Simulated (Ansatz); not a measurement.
Level of theory: DFT PBE, scalar-relativistic, plane waves, PAW in Ansatz. Settings: cutoff 420 eV, Γ-centred meshes spaced at most about 0.3 Å⁻¹, and about 0.25 Å⁻¹ or finer for metals (2π included), Gaussian smearing. No spin polarisation in the final relaxations.

These are static total energies at zero pressure.

Compare these two cells of W₄N, each relaxed at this level.

A.

```cif
data_structure
_symmetry_space_group_name_H-M 'I4/mmm'
_symmetry_Int_Tables_number 139
_cell_length_a 4.1931
_cell_length_b 4.1931
_cell_length_c 7.9311
_cell_angle_alpha 90.000
_cell_angle_beta 90.000
_cell_angle_gamma 90.000
_cell_volume 139.44
loop_
_atom_site_label
_atom_site_type_symbol
_atom_site_symmetry_multiplicity
_atom_site_Wyckoff_symbol
_atom_site_fract_x
_atom_site_fract_y
_atom_site_fract_z
_atom_site_occupancy
W1 W 4 c 0.00000 0.50000 0.00000 1
W2 W 4 e 0.00000 0.00000 0.26292 1
N1 N 2 a 0.00000 0.00000 0.00000 1
```

B.

```cif
data_structure
_symmetry_space_group_name_H-M 'C2/m'
_symmetry_Int_Tables_number 12
_cell_length_a 9.3373
_cell_length_b 4.2806
_cell_length_c 7.7240
_cell_angle_alpha 90.000
_cell_angle_beta 115.727
_cell_angle_gamma 90.000
_cell_volume 278.12
loop_
_atom_site_label
_atom_site_type_symbol
_atom_site_symmetry_multiplicity
_atom_site_Wyckoff_symbol
_atom_site_fract_x
_atom_site_fract_y
_atom_site_fract_z
_atom_site_occupancy
W1 W 4 i 0.85838 0.50000 0.57687 1
W2 W 4 i 0.63760 0.50000 0.18340 1
W3 W 4 i 0.89472 0.00000 0.30291 1
W4 W 4 i 0.12276 0.50000 0.95738 1
N1 N 4 i 0.10776 0.50000 0.67874 1
```

**Question.** Which would you expect to be lower, and how large is the difference?

**Answer.** B is lower, by 26 meV/atom. A has space group I4/mmm (No. 139), 13.9 Å³/atom and no gap on its mesh; B has space group C2/m (No. 12), 13.9 Å³/atom and no gap. In A, W on a site of symmetry mmm is surrounded by 2 N at 2.10 Å and 12 W at 2.82–2.96 Å; W on a site of symmetry 4mm has 1 N at 2.09 Å and 12 W at 2.82–2.97 Å; N has 6 W at 2.09–2.10 Å. In B, around W on its first site lie 2 N at 2.11–2.13 Å, 11 W at 2.82–3.13 Å, 1 W at 3.34 Å, 2 N at 3.50 Å and 1 W at 3.52 Å; W on its second site has 1 N at 2.14 Å and 12 W at 2.73–3.06 Å; N has 6 W at 2.10–2.15 Å and 1 N at 2.62 Å; 2 more sites not described. Both come from invented guesses.

Spin–orbit coupling, which can matter for W, is left out. A magnetic state wasn't ruled out in cells without spin, among them I4/mmm.
